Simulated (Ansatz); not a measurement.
**Two states of K2MnSe2O6**

```
K Mn Se O
1.0
     2.86982    4.99594   -0.05963
    -2.83073    4.97337   -0.00475
    -0.07385   -3.36429    6.33193
K Mn Se O
2 1 2 6
Direct
  0.20618 0.19250 0.58979
  0.80331 0.79671 0.41764
  0.01420 0.99871 0.99785
  0.64964 0.61884 0.88827
  0.35760 0.38476 0.13541
  0.75023 0.25925 0.77524
  0.75052 0.73858 0.77267
  0.27561 0.76586 0.77114
  0.26003 0.73262 0.23242
  0.73007 0.23732 0.21855
  0.23797 0.26026 0.22476
```

Level: LDA; 420 eV; 4×4×3 (shifted by 0, 0, 0.5 steps) mesh; cold occupations (width 0.0797 eV); Ansatz 0.2.0, fixed geometry.

State A: Mn3 up (collinear spin). State B: no moments (no spin polarisation).

Problem. Which state is lower, and how do they differ?

Solution. State A is lower by 241.4 meV an atom at zero smearing.

```csv
state,free energy (meV/atom),largest moment in a small sphere (μB),net moment (μB/cell),gap on mesh (eV),pressure (GPa),largest force (eV/Å)
A,0.0,4.10,5.00,1.43,-5.1,5.19
B,241.4,0.00,0.00,metal,-8.7,5.76
```

Origin: a strained cell with displaced atoms, so it need not be a known compound. Caveats: an odd or shifted mesh can miss the band edges, so this level's true gap may be smaller; atoms or cell far from equilibrium; odd electron count without spin polarisation, so a magnetic state may lie lower; the Fermi level lies in a narrow band between gaps, which spin or distortion may split; the k mesh is coarse if the cell is a metal.
